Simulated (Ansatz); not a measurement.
**Profile along the Ti–H line in TiH2 (space group I4/mmm)**

TiH2 (space group I4/mmm)

```cif
data_H4Ti2
_chemical_formula_sum 'Ti2 H4'
_space_group_name_H-M_alt 'I4/mmm'
_space_group_IT_number 139
_space_group_name_Hall '-I 4 2'
_cell_length_a 3.17379
_cell_length_b 3.17379
_cell_length_c 4.14674
_cell_angle_alpha 90.000
_cell_angle_beta 90.000
_cell_angle_gamma 90.000
loop_
_atom_site_label
_atom_site_type_symbol
_atom_site_symmetry_multiplicity
_atom_site_Wyckoff_symbol
_atom_site_fract_x
_atom_site_fract_y
_atom_site_fract_z
_atom_site_occupancy
Ti1 Ti 2 a 0.00000 0.00000 0.00000 1
H1 H 4 d 0.00000 0.50000 0.25000 1
```
(The calculation used a cell of 3 atoms; values per cell refer to that cell.)

Fields along a shortest Ti–H line of a (-1 -1 2) plane (1.90 Å), from Ti to H, interpolated on the slice's grid (step about 0.1 Å). These are PBEsol (plane waves to 420 eV, PAW, scalar-relativistic; Ansatz, a program for electronic structure) values and carry that method's errors. k mesh 20×20×20. Near the nuclei the fields are pseudised (PAW); where an atom keeps semicore shells as valence, they peak there. This is one of several known forms of TiH2; the measured ambient cells at hand have space group No. 225. TiH2 is run without spin polarisation. TiH2 was relaxed with its symmetry unable to fall.

```json
[
 {"distance from Ti (Å)": "0.00", "valence electron density (e/Å³)": "10.17", "electron localisation function": "x"},
 {"distance from Ti (Å)": "0.19", "valence electron density (e/Å³)": "9.74", "electron localisation function": "x"},
 {"distance from Ti (Å)": "0.38", "valence electron density (e/Å³)": "7.60", "electron localisation function": "x"},
 {"distance from Ti (Å)": "0.57", "valence electron density (e/Å³)": "4.05", "electron localisation function": "0.63"},
 {"distance from Ti (Å)": "0.76", "valence electron density (e/Å³)": "1.39", "electron localisation function": "0.43"},
 {"distance from Ti (Å)": "0.95", "valence electron density (e/Å³)": "0.49", "electron localisation function": "0.15"},
 {"distance from Ti (Å)": "1.14", "valence electron density (e/Å³)": "0.37", "electron localisation function": "0.22"},
 {"distance from Ti (Å)": "1.33", "valence electron density (e/Å³)": "0.48", "electron localisation function": "0.73"},
 {"distance from Ti (Å)": "1.52", "valence electron density (e/Å³)": "0.79", "electron localisation function": "x"},
 {"distance from Ti (Å)": "1.71", "valence electron density (e/Å³)": "1.44", "electron localisation function": "x"},
 {"distance from Ti (Å)": "1.90", "valence electron density (e/Å³)": "1.99", "electron localisation function": "x"}
]
```

x: too close to a nucleus for the ELF to mean much.

Density on the Ti–H line (1.90 Å) at its density minimum, 1.1 Å from Ti: 0.37 e/Å³. ELF at that point: 0.2.
